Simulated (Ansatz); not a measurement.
Clean, relaxed (001) surface of Li, space group R-3m (No. 166) (top face towards +c; atoms held fixed, by place in the list: 1, 2):

```
Li
1.0
     3.05692    0.00000    0.00000
    -1.52846    2.64737    0.00000
     0.00000    0.00000   26.99658
Li
5
Direct
  0.66667 0.33333 0.31485
  0.00000 0.00000 0.40745
  0.66667 0.33333 0.49825
  0.33333 0.66667 0.58880
  0.66667 0.33333 0.67603
```

The calculation used DFT PBEsol, scalar-relativistic, plane waves, PAW in Ansatz. Settings: cutoff 420 eV, Γ-centred mesh 12×12×1 on the computed 5-atom cell, Gaussian smearing of 0.10 eV; no spin polarisation. A dipole correction removes the field between periodic images along c.

H (atom) is put at the top (Li) at (0.67, 0.33) site, one adsorbate per 8.1 Å², and relaxed. The adsorption energy is E(slab + adsorbate) − E(slab) − E(free adsorbate, spin-polarised where open-shell). Heights count from the highest slab atom after relaxation. Bonded neighbours lie within 1.25 times the sum of covalent radii (1.35 for H) and, on that scale, within 12 % of the closest. With the adsorbate the cell is lengthened along c to keep the vacuum.

Problem. How strongly does it bind, and where does its anchoring atom end?

Solution. -0.88 eV; at (0.67, 0.33), 1 bonded neighbour (Li).

Problem. How high does its anchoring atom sit over the highest slab atom, and what is the shortest contact with the surface?

Solution. 1.71 Å; H–Li 1.71 Å.

Problem. The clean face has a work function of 3.26 eV. How does the adsorbate change it?

Solution. By +3.70 eV.

Each end is the local minimum or symmetric point that its start leads to. This isn't the usual crystal structure of Li.

The adsorbed runs have no spin polarisation, so weakly bound open-shell ends lie too high.